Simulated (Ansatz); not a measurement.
TiNb in space group Cmmm (No. 65; Ti on 2c, Nb on 2a) under volume change, the program Ansatz at the r²SCAN level (PAW), shape and atoms relaxed at each volume.

```csv
V (Å³/atom),E − E(relaxed) (meV/atom),P (GPa)
15.926,71.8,15.64
16.451,30.5,9.72
16.976,7.3,4.54
17.501,0.0,0.00
18.026,6.7,-3.99
18.551,25.6,-7.48
19.076,55.2,-10.53
```

**Question.** What does a third-order Birch–Murnaghan fit give for V₀, B₀ and B′?

**Answer.** V₀ = 17.50 Å³/atom, B₀ = 142 GPa, B′ = 3.4.

The first step of the workflow began from a Materials Project structure, measured or hypothetical; the Crystallography Open Database copy checked does not list it. With Ti and Nb taken as one species the cell has the higher symmetry Im-3m, so it may be an ordered model of a mixed-site phase. Its standing as an ambient phase is unchecked. The cell was relaxed with r²SCAN under the symmetry of its start; its stability against distortions is not shown here. No spin polarisation was allowed.

Potentials: the later of the program's two PAW sets.
